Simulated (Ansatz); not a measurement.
# Data sheet: As (DFT)

As:
```
CELL_PARAMETERS angstrom
      1.86301    -5.43408     0.00000
      1.86301     5.43408     0.00000
      0.00000     0.00000     4.29949
ATOMIC_POSITIONS crystal
  As 0.11190 0.88810 0.05612
  As 0.88810 0.11190 0.94388
  As 0.38810 0.61190 0.55612
  As 0.61190 0.38810 0.44388
```

Space group Cmce (No. 64); conventional cell a = 3.726 Å, b = 10.868 Å, c = 4.299 Å, α = β = γ = 90.00°.

Method: PBEsol (plane waves, PAW; program Ansatz). Structure relaxed to zero pressure with the same functional. Other levels are named where they apply.

Cell and energy:

```yaml
volume_per_atom: 21.76 Å³
density: 5.72 g/cm³
```

Electronic structure:

```yaml
electronic_character: metallic (no gap)
Density of states at the Fermi level: 0.08 states/eV per atom (mean over ±0.08 eV)
```

The workflow started from a Materials Project entry (that database holds measured and hypothetical structures alike); the Crystallography Open Database files this formula in space group No. 64, but the cells were not matched. It is not the phase usual at ambient conditions (space group No. 166). Symmetry was held in the PBEsol relaxation; whether a distortion lowers the energy is not shown. A crystal of weakly bound layers computed without a dispersion correction: the cell and the soft elastic constants depend strongly on that. Scalar-relativistic: spin–orbit coupling is off unless named, which matters more the heavier the elements.

Potentials: the later of the program's two PAW sets.
